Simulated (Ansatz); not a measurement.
The cell comes from COD entry 5000216, which wasn't checked; take it as a given geometry. The listed cell was then made from it by scaling, straining or moving an atom.

Cu: DFT, PBEsol, all-electron PAW with datasets made for the crystal, scalar-relativistic (Ansatz 0.2.0). What sets it apart from a plain run of this crystal: equal xy, yz and zx engineering shear strains of +2 %.

Command: `ansatz run input.yaml --threads 1 --pin off --max-ram 3072MiB --backend cpu --events-out ev --progress --plain --runs-dir out` The run took 18 s on 1 thread of Arm Neoverse V2, on a shared host, peak memory 0.52 GiB.

```yaml
crystal:
  lattice:
    - [0.03615, 1.825575, 1.825575]
    - [1.825575, 0.03615, 1.825575]
    - [1.825575, 1.825575, 0.03615]
  atoms:
    - { symbol: Cu, position: [0.0, 0.0, 0.0] }
kpoints:
  mp_grid: { grid: [17, 17, 17] }
scf:
  occupations: { method: fermi_dirac, width: 0.03 }
hamiltonian:
  xc: pbesol
  pseudopotentials: { kind: all_electron, datasets: crystal }
output:
  forces: true
  stress: true
  eigenvalues: true
  efg: { contact_densities: true }
```

Output:

```
hamiltonian.pseudopotentials.datasets: crystal makes datasets for this crystal and solves the spheres of its atoms anew in each pass: cutoff 300.0 eV, the density's 1200.0 eV; for an error of 0.50 meV an atom under PBE, 0.5 meV for the cell; an energy difference from a run of another recipe may be off by several times the error for the cell, under r2SCAN by more, where some 0.1 meV an atom stays at smaller errors; Cu in spheres of 1.265 Å, 11 of its electrons in bands, 8 on its site; only band paths and densities of states list, in semicore columns, the levels of the semicore shells that are solved separately: 3s of Cu, 3p of Cu
Engine: ansatz 0.2.0
Pseudopotentials: kind: all_electron
Pseudopotential: Cu, paw, valence charge 19, recommended cutoff 300 eV (normal), Koelling and Harmon's equation, gaussian nucleus
Functional definition: PBEsol
  exchange = pbesol_x
  correlation = pbesol_c
Crystal: 1 atoms, lattice volume = 11.807 Å³
Basis set: ecut = 300 eV, 139 PW (Γ), exchange–correlation on 30×30×30 points (8 copies of the dense FFT grid, shifted against one another)
Bands: 10, of which v1, the nominal top of the filled ones, is band 6 counted from 1 (5 counted from 0)
Symmetry: 12 space group operations
Space group: R-3m (ITA 166), of the structure as read, at distance tolerance 2.3e-5 Å
k-points: 489 of 4913
Non-local potential: Cu, projectors of the file, l = 0: 1, l = 1: 1, l = 2: 2
PAW form: soft (Blöchl's): semilocal exchange-correlation on the pseudo side does not see the compensation charge
PAW one-centre angular grid: Cu, 590 points (default); XC on its mesh's 1897 points in the sphere
Initial density: superposition of atomic densities (neutral atoms: chi_scale 0, normalization atom)
Initial wavefunctions: pseudopotential atomic-orbital guess
Functional: x = pbesol(κ = 0.804, μ = 0.12345679012345678), c = pbesol(β = 0.046)
iter 1 solved again at ethr=3.35e-2 eV; its pass at ethr=1.00e-1 eV (dr2=3.69e0 eV) is discarded
SCF iter   1: F=—  HF=-44998.827182 eV  |F-HF|=—  |Δ(HF+E_count)|=         —  Δρ=2.01e-1  dr2=3.72e0  ethr=3.35e-2  ⟨swp⟩=2.0  Hψ=28107  notcnv=0
preconditioner: auto → none  [metal: Δε(μ)=0.024 eV  Ē_g=15.609 eV  σ=0.030 eV  W_gap=0.19  n_scr=0 (ndim 8)  ℏωp=35.8 eV  f_vac=0.000  D(μ)=0.36/eV (n_scr^D=0)]
SCF iter   2: F=—  HF=-44999.143637 eV  |F-HF|=—  |Δ(HF+E_count)|=   3.16e-1  Δρ=1.39e-1  dr2=1.69e0  ethr=3.35e-2  ⟨swp⟩=3.0  Hψ=14361  notcnv=0  defer=1
iter 3 solved again at ethr=5.55e-4 eV; its pass at ethr=1.54e-2 eV (dr2=6.11e-2 eV) is discarded
SCF iter   3: F=—  HF=-44997.905958 eV  |F-HF|=—  |Δ(HF+E_count)|=    1.24e0  Δρ=2.53e-2  dr2=6.11e-2  ethr=5.55e-4  ⟨swp⟩=2.1  Hψ=24584  notcnv=0  defer=16
SCF iter   4: F=—  HF=-44997.884627 eV  |F-HF|=—  |Δ(HF+E_count)|=   2.13e-2  Δρ=5.93e-3  dr2=3.28e-3  ethr=5.55e-4  ⟨swp⟩=2.4  Hψ=10001  notcnv=0  defer=1
SCF iter   5: F=—  HF=-44997.884566 eV  |F-HF|=—  |Δ(HF+E_count)|=   6.10e-5  Δρ=3.29e-3  dr2=9.57e-4  ethr=2.98e-5  ⟨swp⟩=2.5  Hψ=10151  notcnv=0  defer=7
SCF iter   6: F=—  HF=-44997.884317 eV  |F-HF|=—  |Δ(HF+E_count)|=   2.49e-4  Δρ=5.60e-4  dr2=2.65e-5  ethr=8.70e-6  ⟨swp⟩=2.0  Hψ=11090  notcnv=0
SCF iter   7: F=—  HF=-44997.884321 eV  |F-HF|=—  |Δ(HF+E_count)|=   3.27e-6  Δρ=3.39e-5  dr2=8.64e-8  ethr=2.41e-7  ⟨swp⟩=2.6  Hψ=7929  notcnv=0
SCF iter   8: F=—  HF=-44997.884321 eV  |F-HF|=—  |Δ(HF+E_count)|=   2.62e-7  Δρ=8.93e-5  dr2=6.95e-7  ethr=7.86e-10  ⟨swp⟩=3.2  Hψ=10466  notcnv=0
SCF iter   9: F=-44997.884321 eV  HF=-44997.884321 eV  |F-HF|=1.46e-10  |Δ(HF+E_count)|=   2.36e-7  Δρ=1.27e-6  dr2=1.30e-10  ethr=7.86e-10  ⟨swp⟩=3.0  Hψ=10354  notcnv=0
SCF 1 converged in 9 iterations: F = -44997.884320 eV  dr2 = 1.30e-10
  Residual-converged pass: ⟨swp⟩=2.3  Hψ=7734  notcnv=0  max |occ|·‖R‖ = 3.7e-6 eV (tolerance 3.7e-6 eV)  dr2=1.28e-10  dr2_onsite=3.09e-10  max |Δocc| = 1.2e-11
  greatest PAW one-centre occupation: 0.933 electrons in one spin orbital (limit 2), on the Cu atom at site 0 (counted from 0), in its partial waves of l = 2
SCF converged after 9 iterations
Free energy (F): -44997.884320 eV
Harris-Foulkes:  -44997.884320 eV  (|F-HF|=1.46e-10)
Internal energy: -44997.883181 eV  (E = F + TS)
E sigma→0 (E₀):  -44997.883751 eV
Entropy (-TS):   -0.001139 eV (-1.139 meV/atom)
Past the cutoff: the bands carry plane waves up to 1.75 times it, of which those up to 1.5 times it add -0.000719 eV an atom, each by itself; the spheres take 0.000326 eV an atom off the energy for waves past 1.75 times it
By the cutoff:   a pressure is off by up to 0.010 GPa (1.2 times the spheres' own share and the shells' term, over an atom's volume, and 0.004 GPa: a bound that held against runs at twice the plane waves)
Past the cutoffs: a stress includes 0.0009 GPa for waves and charges beyond them, in addition to the slope of what the spheres take
In the spheres:  the bands' charges fall short by 3.3e-7 e at most (sound up to 1e-3), those of shells solved beside the bands by 2.9e-8 e (sound up to 5e-4)
Fermi energy:    16.470826 eV
--- Per-component energies (eV) ---
  The terms above E_closure are by the made datasets' own strengths, without shells solved beside the bands.
--- Forces (eV/Å), atoms counted from 1 ---
  atom   1  Cu     0.00000000    -0.00000000     0.00000000
  max |Σ_I F_I| component: 8.22e-32 eV/Å
--- Stress (GPa, compression-positive) ---
       -6.410970      -1.572013      -1.572013
       -1.572013      -6.410970      -1.572013
       -1.572013      -1.572013      -6.410970
  P = ⅓ Tr σ = -6.4110 GPa (-64.110 kbar)
  It holds what live shells' own plane waves past their cutoff add
--- PAW observables at the nuclei: V_zz in 10²¹ V/m², potentials from the cell's mean, atoms counted from 1 ---
  atom   1  Cu V_zz =    +0.151331   η = 0.0000   by run symmetry: allowed
            electrostatic potential = -3759.910134 V   contact ρ = 147326.674417 e/Å³
--- Band table (eV; the first three rows and the last of 489) ---
  k-point 0: bands = ["6.9862", "13.3141", "13.4660", "13.4660", "14.2693", "14.2693", "38.7722", "40.8814"]
  k-point 1: bands = ["7.1143", "13.3338", "13.4420", "13.4948", "14.2575", "14.2577", "38.3319", "39.8199"]
  k-point 2: bands = ["7.4938", "13.3334", "13.4273", "13.5704", "14.2328", "14.2331", "35.8832", "38.9864"]
  k-point 488: bands = ["11.3170", "13.3617", "13.4469", "14.2907", "14.8038", "15.7174", "19.8126", "36.6776"]
```
